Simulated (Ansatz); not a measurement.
**Density of states of Ga**

```yaml
crystal:
  lattice:
    - [1.45000, -4.06500, 0.00000]
    - [1.45000, 4.06500, 0.00000]
    - [0.00000, 0.00000, 3.17000]
  atoms:
    - { symbol: Ga, position: [0.86700, 0.13300, 0.25000] }
    - { symbol: Ga, position: [0.13300, 0.86700, 0.75000] }
```

The geometry is COD entry 9012485, unchecked; take it as a test cell.

The calculation used Ansatz 0.2.0, DFT, LDA, all-electron LAPW, scalar-relativistic.

Settings: a Γ-centred 12×12×10 k mesh, Fermi–Dirac smearing of 0.08 eV, basis error target 1 meV/atom, no spin polarisation.

States per eV and cell, averaged over 0.4 eV, from -5.8 to 3.6 eV, with energies (bin centres) from the Fermi level; empty bins are left out. 

| E (eV) | total |
| --- | --- |
| -5.7 | 0.60 |
| -5.3 | 0.61 |
| -4.9 | 0.63 |
| -4.5 | 0.57 |
| -4.1 | 0.53 |
| -3.7 | 0.58 |
| -3.3 | 0.65 |
| -2.9 | 0.67 |
| -2.5 | 0.63 |
| -2.1 | 0.64 |
| -1.7 | 0.85 |
| -1.3 | 0.88 |
| -0.9 | 0.74 |
| -0.5 | 0.67 |
| -0.1 | 0.68 |
| 0.3 | 0.88 |
| 0.7 | 0.80 |
| 1.1 | 0.85 |
| 1.5 | 0.89 |
| 1.9 | 0.99 |
| 2.3 | 1.03 |
| 2.7 | 0.93 |
| 3.1 | 0.92 |
| 3.5 | 0.91 |
